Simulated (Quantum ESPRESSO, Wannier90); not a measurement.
## Wannier functions of HfS2 (CdI2 type)

```
HfS2
1.0
    3.63966     0.00000     0.00000
   -1.81983     3.15204     0.00000
    0.00000     0.00000     6.05556
Hf S
1 2
Direct
  0.00000   0.00000   0.00000
  0.66667   0.33333   0.76395
  0.33333   0.66667   0.23605
```

Cell from Materials Project (mp-985829), symmetrised, no further relaxation. Not found in the COD (Crystallography Open Database) copy used; not checked further. Method: PBEsol plane waves in Quantum ESPRESSO 7.5 (PseudoDojo norm-conserving files, 47 Ry, no spin polarisation, no spin-orbit coupling), Bloch states on a 12×12×6 mesh through Γ, Wannier90 4.0.1. Density: 12×12×6 mesh, cold smearing 0.01 Ry. The cell is built of weakly bound layers, chains or molecules, whose nearest atoms lie 3.83 Å apart. Database cells relaxed without dispersion often hold them too far apart, which can enlarge gaps and weakens couplings between them; spacing and stacking were not compared with the measured crystal. Spin-orbit coupling is left out although heavy elements are present.

The plane-wave run has 27 bands and 24 electrons a cell. On the energy scale of pw.x, whose zero is arbitrary, the valence-band maximum lies at 6.63 eV.

Isolated groups of bands, relative to the valence-band maximum (bands from 16 on overlap up to the last one computed):

| bands | from (eV) | to (eV) | filling | weight on atomic waves |
|---|---|---|---|---|
| 1 | -61.95 | -61.94 | filled | Hf 5s 98 % |
| 2–4 | -30.68 | -30.49 | filled | Hf 5p 98 % |
| 5–6 | -12.99 | -11.22 | filled | S 3s 79 %, Hf 5d 11 %, Hf 6s 7 % |
| 7–12 | -4.92 | 0.00 | filled | S 3p 75 %, Hf 5d 19 % |
| 13–15 | 1.12 | 4.16 | empty | Hf 5d 76 %, S 3p 17 % |

Input w.win, without the blocks of cell, atoms and k-points (864 lines):

```
num_bands = 20
num_wann = 11
exclude_bands = 1-6
num_iter = 1000
conv_tol = 1.0e-6
conv_window = 4
dis_num_iter = 1000
dis_conv_tol = 1.0e-6
dis_froz_max = 9.26
write_hr = true
write_u_matrices = true
begin projections
f=-0.00001,-0.00317,-0.00804: d
f=-0.34348,0.31986,-0.23220: p
f=0.32576,-0.33256,0.22933: p
end projections
mp_grid = 12 12 6
```

### Question
This input has a fault. Which, and what does the program do?

### Answer
wannier90.x stops with:
```
w90_wannier90_readwrite_read: mismatch in w.eig
```
num_bands differs from the number of bands in the files, which is the number computed minus those excluded. Mended as below, all else unchanged, the run goes through (Ω_I = 19.5 Å²) and follows the plane-wave bands to 0.3 meV rms (states up to 2.1 eV relative to the valence-band maximum).
```
num_bands = 21
```
